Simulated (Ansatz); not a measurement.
Input and output for Os: DFT, PBE, all-electron LAPW, scalar-relativistic (Ansatz 0.2.0).

The cell comes from a relaxation on PAW files under the same functional, begun from a database entry that needn't be the ground state.

Command: `ansatz run input.yaml --threads 1 --pin off --max-ram 3072MiB --backend cpu --events-out ev --progress --plain --runs-dir out` It took 2.2 min on 1 thread of Intel(R) Xeon(R) Platinum 8488C (Sapphire Rapids), on a shared host, peak memory 1.4 GiB.

```yaml
crystal:
  lattice:
    - [2.754368959, 0.0, 0.0]
    - [-1.3771844795, 2.3853534899, 0.0]
    - [0.0, 0.0, 4.3466010292]
  atoms:
    - { symbol: Os, position: [0.3333333333, 0.6666666667, 0.25] }
    - { symbol: Os, position: [0.6666666667, 0.3333333333, 0.75] }
kpoints:
  mp_grid: { grid: [21, 21, 12] }
scf:
  occupations: { method: fermi_dirac, width: 0.05 }
hamiltonian:
  xc: pbe
  pseudopotentials: { kind: all_electron, lapw: { basis_error: 0.0005 } }
output:
  forces: true
  stress: true
  eigenvalues: true
```

Output:

```
LAPW: plane waves up to 9.060 Å⁻¹, error target 5.0e-4 eV per atom; small_component_spin mean_spin; Os in spheres of 1.346 Å, 46 of its electrons in bands, Dirac shells [] (how accurate: hamiltonian.pseudopotentials.lapw.basis_error, Limitations)
Engine: ansatz 0.2.0
Pseudopotentials: kind: all_electron
Pseudopotential: Os, LAPW, valence charge 46, lapw/all_electron/scalar/gaussian/Os, Koelling and Harmon's equation, gaussian nucleus
Functional definition: PBE
  parameter kappa = 0.804
  parameter beta = 0.06672455060314922
  exchange = pbe_x(kappa = kappa, mu = beta*pi^2/3)
  correlation = pbe_c(beta = beta)
Crystal: 2 atoms, lattice volume = 28.558 Å³
Basis set: ecut = 312.7540156034901 eV, 361 PW (Γ), exchange–correlation at level 2
Bands: 56, of which v1, the nominal top of the filled ones, is band 46 counted from 1 (45 counted from 0)
Symmetry: 24 space group operations
Space group: P63/mmc (ITA 194), of the structure as read, at distance tolerance 3.1e-5 Å
k-points: 336 of 5292
Non-local potential: Os, projectors of the file, none
Initial density: superposition of atomic densities (chi_scale 0.1, normalization cell)
Initial wavefunctions: plane waves of lowest kinetic energy (no species holds an atomic orbital)
Functional: x = pbe(κ = 0.804, μ = 0.2195149727645171), c = pbe(β = 0.06672455060314922)
iter 1 solved again at ethr=1.09e-4 eV; its pass at ethr=1.00e-1 eV (dr2=1.00e-1 eV) is discarded
SCF iter   1: F=—  HF=-938852.145849 eV  |F-HF|=—  |Δ(HF+E_count)|=         —  Δρ=2.85e-2  dr2=1.01e-1  ethr=1.09e-4  ⟨swp⟩=3.0  Hψ=116277  notcnv=0
preconditioner: auto → Kerker (q_TF=auto, 3.316 Å⁻¹)  [metal: Δε(μ)=0.004 eV  Ē_g=43.629 eV  σ=0.050 eV  W_gap=0.02  n_scr=22 (ndim 8)  ℏωp=52.0 eV  f_vac=0.000  D(μ)=1.28/eV (n_scr^D=8)]
SCF iter   2: F=—  HF=-938851.843667 eV  |F-HF|=—  |Δ(HF+E_count)|=   3.02e-1  Δρ=1.20e-2  dr2=2.31e-2  ethr=1.09e-4  ⟨swp⟩=2.0  Hψ=57860  notcnv=0
SCF iter   3: F=—  HF=-938851.831976 eV  |F-HF|=—  |Δ(HF+E_count)|=   1.17e-2  Δρ=8.18e-3  dr2=1.23e-2  ethr=2.51e-5  ⟨swp⟩=2.0  Hψ=54583  notcnv=0
SCF iter   4: F=—  HF=-938851.831008 eV  |F-HF|=—  |Δ(HF+E_count)|=   9.67e-4  Δρ=4.48e-3  dr2=4.52e-3  ethr=1.34e-5  ⟨swp⟩=2.0  Hψ=54484  notcnv=0
iter 5 solved again at ethr=4.60e-7 eV; its pass at ethr=4.91e-6 eV (dr2=4.23e-4 eV) is discarded
SCF iter   5: F=—  HF=-938851.831345 eV  |F-HF|=—  |Δ(HF+E_count)|=   3.36e-4  Δρ=1.25e-3  dr2=4.23e-4  ethr=4.60e-7  ⟨swp⟩=2.0  Hψ=92715  notcnv=0
SCF iter   6: F=—  HF=-938851.831373 eV  |F-HF|=—  |Δ(HF+E_count)|=   2.78e-5  Δρ=2.76e-4  dr2=1.42e-5  ethr=4.60e-7  ⟨swp⟩=2.0  Hψ=54582  notcnv=0
SCF iter   7: F=—  HF=-938851.831374 eV  |F-HF|=—  |Δ(HF+E_count)|=   1.19e-6  Δρ=6.70e-5  dr2=1.25e-6  ethr=1.55e-8  ⟨swp⟩=2.0  Hψ=54581  notcnv=0
SCF iter   8: F=—  HF=-938851.831374 eV  |F-HF|=—  |Δ(HF+E_count)|=   1.24e-7  Δρ=1.91e-5  dr2=1.06e-7  ethr=1.36e-9  ⟨swp⟩=2.0  Hψ=54581  notcnv=0
SCF iter   9: F=-938851.831374 eV  HF=-938851.831374 eV  |F-HF|=2.44e-9  |Δ(HF+E_count)|=   1.29e-8  Δρ=5.16e-6  dr2=6.18e-9  ethr=1.15e-10  ⟨swp⟩=2.0  Hψ=54583  notcnv=0
SCF 1 converged in 9 iterations: F = -938851.831374 eV  dr2 = 6.18e-9
SCF converged after 9 iterations
Free energy (F): -938851.831374 eV
Harris-Foulkes:  -938851.831374 eV  (|F-HF|=2.44e-9)
Internal energy: -938851.819932 eV  (E = F + TS)
E sigma→0 (E₀):  -938851.825653 eV
Entropy (-TS):   -0.011442 eV (-5.721 meV/atom)
Fermi energy:    31.980489 eV
--- Per-component energies (eV) ---
  E_band       = -10281.600321
  E_kinetic    = 1058624.827840
  E_xc         = -18517.955213
  E_electrostatic = -1978958.692558  (all electrons and nuclei)
  E_smearing   = -0.011442  (= −TS)
  E_closure    = 0.000000  (closes the sum)
  E_atoms      = -938829.822605  (free atoms, spherical and without spin; not in F)
  Σ components = -938851.831374   (vs F -938851.831374, Δ=0.00e0)
  Basis errors (estimates in eV, not in F): energy 1.2e-4 per atom: plane waves 1.0e-4 (5.2e-5 summed), levels above the bands 1.1e-138, relativity 3.8e-8, radial functions 1.7e-5, core shells 9.7e-9; eigenvalues (radial functions only) 1.8e-6; not estimated: angular momenta, meshes, grids; target (lapw.basis_error) 5.0e-4; muffin-tin radii Os 1.346 Å
--- Forces (eV/Å), atoms counted from 1 ---
  atom   1  Os    -0.00000000     0.00000000     0.00000000
  atom   2  Os     0.00000000     0.00000000     0.00000000
  max |Σ_I F_I| component: 1.85e-17 eV/Å
--- Stress (GPa, compression-positive) ---
       -0.040087       0.000000       0.000000
        0.000000      -0.040087       0.000000
        0.000000       0.000000      -0.041159
  P = ⅓ Tr σ = -0.0404 GPa (-0.404 kbar)
--- Band table (eV; the first three rows and the last of 336) ---
  k-point 0: bands = ["-434.0562", "-434.0562", "-434.0485", "-434.0485", "-434.0485", "-434.0485", "-235.5907", "-235.5907", "-235.5774", "-235.5774", "-235.5774", "-235.5774", "-235.5774", "-235.5774", "-235.5774", "-235.5774", "-54.6270", "-54.5206", "-15.1534", "-15.1445", "-15.1445", "-15.1422", "-15.1411", "-15.1401", "-15.1329", "-15.1329", "-15.1322", "-15.1322", "-15.1317", "-15.1317", "-15.1249", "-15.1239", "-14.5907", "-13.7181", "-13.7181", "-13.5518", "-13.5518", "-13.4973", "21.1962", "24.3505", "28.9929", "28.9929", "29.2566", "29.8120", "29.8120", "30.4346", "30.4346", "31.9828", "33.6051", "33.6051", "40.7660", "45.2722", "47.6957", "48.8746", "53.3895", "53.3895"]
  k-point 1: bands = ["-434.0562", "-434.0562", "-434.0485", "-434.0485", "-434.0485", "-434.0485", "-235.5907", "-235.5907", "-235.5774", "-235.5774", "-235.5774", "-235.5774", "-235.5774", "-235.5774", "-235.5774", "-235.5774", "-54.6252", "-54.5224", "-15.1533", "-15.1446", "-15.1446", "-15.1426", "-15.1410", "-15.1400", "-15.1339", "-15.1339", "-15.1325", "-15.1325", "-15.1302", "-15.1302", "-15.1249", "-15.1239", "-14.5730", "-13.7153", "-13.7153", "-13.5546", "-13.5546", "-13.5170", "21.2819", "24.3615", "28.9349", "28.9349", "29.2064", "29.7550", "29.7550", "30.5686", "30.5686", "31.6911", "33.6179", "33.6179", "41.1692", "45.0682", "48.1076", "48.5721", "52.3370", "52.3370"]
  k-point 2: bands = ["-434.0562", "-434.0562", "-434.0485", "-434.0485", "-434.0485", "-434.0485", "-235.5907", "-235.5907", "-235.5774", "-235.5774", "-235.5774", "-235.5774", "-235.5774", "-235.5774", "-235.5774", "-235.5774", "-54.6200", "-54.5278", "-15.1529", "-15.1448", "-15.1448", "-15.1436", "-15.1409", "-15.1397", "-15.1359", "-15.1359", "-15.1316", "-15.1316", "-15.1288", "-15.1288", "-15.1248", "-15.1239", "-14.5211", "-13.7070", "-13.7070", "-13.5746", "-13.5630", "-13.5630", "21.5336", "24.3838", "28.8176", "28.8176", "29.0653", "29.6011", "29.6011", "30.9090", "30.9090", "30.9671", "33.6337", "33.6337", "42.2350", "44.7235", "47.8656", "49.0395", "51.4218", "51.4218"]
  k-point 335: bands = ["-434.0562", "-434.0562", "-434.0485", "-434.0485", "-434.0485", "-434.0485", "-235.5907", "-235.5907", "-235.5774", "-235.5774", "-235.5774", "-235.5774", "-235.5774", "-235.5774", "-235.5774", "-235.5774", "-54.5150", "-54.5150", "-15.1443", "-15.1443", "-15.1441", "-15.1441", "-15.1427", "-15.1427", "-15.1395", "-15.1395", "-15.1307", "-15.1307", "-15.1294", "-15.1294", "-15.1292", "-15.1292", "-14.3668", "-14.3668", "-14.1176", "-14.1176", "-13.6907", "-13.6907", "26.2632", "26.2632", "27.1336", "27.1336", "28.6033", "28.6033", "30.6388", "30.6388", "33.5421", "33.5421", "40.1136", "40.1136", "41.0700", "41.0700", "43.0585", "43.0585", "51.3532", "51.3532"]
```

Next run (no relativity), as changes to the input before:

```diff
   xc: pbe
-  pseudopotentials: { kind: all_electron, lapw: { basis_error: 0.0005 } }
+  pseudopotentials:
+    kind: all_electron
+    lapw: { basis_error: 0.0005 }
+    relativity: none
 output:
```

Command: `ansatz run input.yaml --threads 1 --pin off --max-ram 3072MiB --backend cpu --events-out ev --progress --plain --runs-dir out` It took 2.4 min on 1 thread of Intel(R) Xeon(R) Platinum 8488C (Sapphire Rapids), with other jobs on the host, peak memory 1.4 GiB.

Results part of the output:

```
SCF 1 converged in 7 iterations: F = -886801.371209 eV  dr2 = 5.40e-8
SCF converged after 7 iterations
Free energy (F): -886801.371209 eV
Harris-Foulkes:  -886801.371209 eV  (|F-HF|=2.56e-9)
Internal energy: -886801.358780 eV  (E = F + TS)
E sigma→0 (E₀):  -886801.364994 eV
Entropy (-TS):   -0.012429 eV (-6.215 meV/atom)
Fermi energy:    32.073468 eV
--- Per-component energies (eV) ---
  E_band       = -10018.824097
  E_kinetic    = 886590.209401
  E_xc         = -17463.784776
  E_electrostatic = -1755927.783404  (all electrons and nuclei)
  E_smearing   = -0.012429  (= −TS)
[... lines left out ...]
--- Forces (eV/Å), atoms counted from 1 ---
  atom   1  Os    -0.00000000     0.00000000     0.00000000
  atom   2  Os    -0.00000000    -0.00000000     0.00000000
  max |Σ_I F_I| component: 1.85e-17 eV/Å
--- Stress (GPa, compression-positive) ---
       31.928313       0.000000       0.000000
       -0.000000      31.928313       0.000000
        0.000000       0.000000      34.234792
  P = ⅓ Tr σ = 32.6971 GPa (326.971 kbar)
--- Band table (eV; the first three rows and the last of 336) ---
  k-point 0: bands = ["-400.2087", "-400.2087", "-400.1955", "-400.1955", "-400.1955", "-400.1955", "-237.9469", "-237.9469", "-237.9376", "-237.9376", "-237.9376", "-237.9376", "-237.9309", "-237.9309", "-237.9309", "-237.9309", "-35.7254", "-35.4136", "-23.7733", "-23.7669", "-23.7667", "-23.7667", "-23.7602", "-23.7602", "-23.7577", "-23.7577", "-23.7572", "-23.7572", "-23.7566", "-23.7561", "-23.7475", "-23.7469", "-9.7637", "-8.5531", "-8.5531", "-8.3286", "-8.3286", "-8.2654", "24.6240", "25.3200", "28.9811", "28.9811", "29.2177", "29.7791", "29.7791", "30.3571", "30.3571", "33.4393", "33.4393", "33.7168", "43.6496", "45.5304", "47.9010", "49.0578", "53.8118", "53.8118"]
  k-point 1: bands = ["-400.2087", "-400.2087", "-400.1955", "-400.1955", "-400.1955", "-400.1955", "-237.9469", "-237.9469", "-237.9376", "-237.9376", "-237.9376", "-237.9376", "-237.9309", "-237.9309", "-237.9309", "-237.9309", "-35.7202", "-35.4191", "-23.7732", "-23.7670", "-23.7667", "-23.7667", "-23.7607", "-23.7607", "-23.7576", "-23.7576", "-23.7569", "-23.7569", "-23.7566", "-23.7561", "-23.7475", "-23.7469", "-9.7395", "-8.5494", "-8.5494", "-8.3325", "-8.3325", "-8.2924", "24.7033", "25.3564", "28.9218", "28.9218", "29.1735", "29.7233", "29.7233", "30.4905", "30.4905", "33.4509", "33.4509", "33.4622", "43.9710", "45.3260", "48.3097", "48.7667", "52.9751", "52.9751"]
  k-point 2: bands = ["-400.2087", "-400.2087", "-400.1955", "-400.1955", "-400.1955", "-400.1955", "-237.9469", "-237.9469", "-237.9376", "-237.9376", "-237.9376", "-237.9376", "-237.9309", "-237.9309", "-237.9309", "-237.9309", "-35.7050", "-35.4351", "-23.7729", "-23.7674", "-23.7668", "-23.7668", "-23.7616", "-23.7616", "-23.7572", "-23.7572", "-23.7566", "-23.7563", "-23.7563", "-23.7561", "-23.7474", "-23.7469", "-9.6682", "-8.5383", "-8.5383", "-8.3712", "-8.3438", "-8.3438", "24.9320", "25.4620", "28.8029", "28.8029", "29.0539", "29.5724", "29.5724", "30.8271", "30.8271", "32.7909", "33.4644", "33.4644", "44.8418", "44.9814", "48.0765", "49.2350", "52.0869", "52.0869"]
  k-point 335: bands = ["-400.2087", "-400.2087", "-400.1955", "-400.1955", "-400.1955", "-400.1955", "-237.9469", "-237.9469", "-237.9376", "-237.9376", "-237.9376", "-237.9376", "-237.9309", "-237.9309", "-237.9309", "-237.9309", "-35.3913", "-35.3913", "-23.7678", "-23.7678", "-23.7663", "-23.7663", "-23.7661", "-23.7661", "-23.7568", "-23.7568", "-23.7559", "-23.7559", "-23.7551", "-23.7551", "-23.7506", "-23.7506", "-9.4554", "-9.4554", "-9.1120", "-9.1120", "-8.5240", "-8.5240", "26.7679", "26.7679", "27.5040", "27.5040", "29.1110", "29.1110", "30.6210", "30.6210", "33.4991", "33.4991", "41.3233", "41.3233", "43.8129", "43.8129", "44.5281", "44.5281", "52.3160", "52.3160"]
```
